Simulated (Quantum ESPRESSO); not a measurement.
```xyz
2
Lattice="0.0000 2.4036 2.4036 2.4036 0.0000 2.4036 2.4036 2.4036 0.0000" Properties=species:S:1:pos:R:3 pbc="T T T"
Ca     0.0000     0.0000     0.0000
O      2.4036     2.4036     2.4036
```
Geometry: a computed entry of the Materials Project; it was not checked against measured cells. It is CaO in Fm-3m. Stability against distortions was not tested.

With PBE (σ by GIPAW in a modified build of Quantum ESPRESSO; JTH PAW datasets, 22.5 Ha):

```
quantity           PBE
--------------  ------
σ_iso Ca (ppm)   957.8
σ_iso O (ppm)   -153.4
```

These are absolute shieldings with no macroscopic susceptibility term; δ = σ_ref − σ needs a reference computed alike. By our sweeps, such settings leave a few ppm in absolute σ. PBE places the empty d or f states of Ca too low, which is known to distort σ on and beside such ions.

What does the LDA, on its own JTH datasets and the same geometry, give?


| quantity | LDA | LDA − PBE |
|---|---|---|
| σ_iso Ca (ppm) | 925.9 | -32.0 |
| σ_iso O (ppm) | -186.6 | -33.2 |
